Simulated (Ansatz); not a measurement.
All numbers below come from Ansatz 0.2.0, DFT PBE, scalar-relativistic, plane waves, PAW. All cells share a 420 eV cutoff and Γ-centred k meshes spaced about 0.3 Å⁻¹ or finer (0.25 for metals, 2π included). No spin polarisation.

A search over trial structures of Ti6Ge gave this relaxed cell.

```
Ti Ge
1.0
     5.38603    0.00000    0.00000
    -2.69302    4.66444    0.00000
     0.00000    0.00000    4.74071
Ti Ge
6 1
Direct
  0.51650 0.00000 0.50000
  0.00000 0.51650 0.50000
  0.48350 0.48350 0.50000
  0.32361 0.00000 0.00000
  0.00000 0.32361 0.00000
  0.67639 0.67639 0.00000
  0.00000 0.00000 0.50000
```

Wave vectors count in units of this cell's reciprocal vectors.

Question: Is this structure dynamically stable, and if not, what does it turn into?

Answer: No. The phonons on a 2×2×2 q mesh of the computed 7-atom cell go imaginary, to 87i cm⁻¹ at q = (0.00, 0.00, 0.00). (Phonon run: 6×6×8 k mesh, Gaussian smearing of 0.10 eV.) With atoms moved at random and symmetry off, it falls by 229 meV/atom into C2 (No. 5). Conventional cell: a = 9.381 Å, b = 5.011 Å, c = 5.089 Å, β = 97.5°. Around Ti on its first site lie 7 Ti at 2.62–2.86 Å, 2 Ge at 2.85–2.86 Å, 1 Ti at 3.08 Å, 1 Ti at 3.28 Å and 3 Ti at 3.49–3.69 Å; around Ti on its second site lie 8 Ti at 2.63–2.97 Å and 2 Ge at 2.67–2.74 Å; Ti on its third site has 9 Ti at 2.65–3.10 Å, 2 Ge at 2.89–2.97 Å, 1 Ti at 3.28 Å, 1 Ti at 3.49 Å and 1 Ti at 3.66 Å; around Ge lie 12 Ti at 2.67–2.97 Å.

```
CELL_PARAMETERS angstrom
4.69032 -2.50568 0.00000
4.69032 2.50568 0.00000
-0.66230 0.00000 5.04552
ATOMIC_POSITIONS crystal
Ti 0.46690 0.62554 0.26740
Ti 0.99390 0.54012 0.07669
Ti 0.45988 0.00610 0.92331
Ti 0.37446 0.53310 0.73260
Ti 0.04777 0.26311 0.52725
Ti 0.73689 0.95223 0.47275
Ge 0.91943 0.08057 0.00000
```

The cell is a metal run without spin; a magnetic state may lie lower. Phonons of metals hang on the k mesh and the smearing.
